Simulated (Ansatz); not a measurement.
A relaxed structure of ZnO is spoiled in several ways and relaxed again each time (noise and exchanges are one random draw each; pressure is positive under compression). These are PBEsol (plane waves to 420 eV, PAW, scalar-relativistic; Ansatz, a quantum-chemistry and plane-wave program) values and carry that method's errors.

Space group P6₃mc (No. 186); a = b = 3.231 Å, c = 5.216 Å, α = β = 90.00°, γ = 120.00°

```json
[
 {"atom": "Zn", "site": "2b", "symmetry": "3m.", "x": "0.6667", "y": "0.3333", "z": "0.0021"},
 {"atom": "O", "site": "2b", "symmetry": "3m.", "x": "0.3333", "y": "0.6667", "z": "0.1231"}
]
```

```json
[
 {"change": "with every coordinate shifted by Gaussian noise of σ = 0.2 Å", "first pressure (GPa)": "14.0", "first V (Å³/atom)": "11.79", "released (eV/atom)": "0.37", "moves": "6", "outcome": "returns to the parent", "final group": "P6₃mc", "E − E(parent) (eV/atom)": "0.000"},
 {"change": "with every coordinate shifted by Gaussian noise of σ = 0.1 Å", "first pressure (GPa)": "2.2", "first V (Å³/atom)": "11.79", "released (eV/atom)": "0.06", "moves": "5", "outcome": "returns to the parent", "final group": "P6₃mc", "E − E(parent) (eV/atom)": "0.000"},
 {"change": "deformed by the Cartesian strain tensor (xx, yy, zz, yz, xz, xy) = (0.056, 0.025, -0.065, -0.001, -0.015, -0.029)", "first pressure (GPa)": "___", "first V (Å³/atom)": "11.92", "released (eV/atom)": "___", "moves": "7", "outcome": "___", "final group": "___", "E − E(parent) (eV/atom)": "___"},
 {"change": "doubled along one cell vector, shaken by Gaussian noise of σ = 0.08 Å a coordinate", "first pressure (GPa)": "4.3", "first V (Å³/atom)": "11.79", "released (eV/atom)": "0.13", "moves": "5", "outcome": "returns to the parent", "final group": "P6₃mc", "E − E(parent) (eV/atom)": "0.000"}
]
```

### Question
Fill in the missing entries.

### Answer

- deformed by the Cartesian strain tensor (xx, yy, zz, yz, xz, xy) = (0.056, 0.025, -0.065, -0.001, -0.015, -0.029), first pressure (GPa): 1.2
- deformed by the Cartesian strain tensor (xx, yy, zz, yz, xz, xy) = (0.056, 0.025, -0.065, -0.001, -0.015, -0.029), released (eV/atom): 0.08
- deformed by the Cartesian strain tensor (xx, yy, zz, yz, xz, xy) = (0.056, 0.025, -0.065, -0.001, -0.015, -0.029), outcome: returns to the parent
- deformed by the Cartesian strain tensor (xx, yy, zz, yz, xz, xy) = (0.056, 0.025, -0.065, -0.001, -0.015, -0.029), final group: P6₃mc
- deformed by the Cartesian strain tensor (xx, yy, zz, yz, xz, xy) = (0.056, 0.025, -0.065, -0.001, -0.015, -0.029), E − E(parent) (eV/atom): 0.000

First-step values come from each run's starting, coarser k-mesh (8×8×5, 4×8×5). Each cell has its own k-point mesh; energy differences are given only to the digits this allows. No spin polarisation in the result.
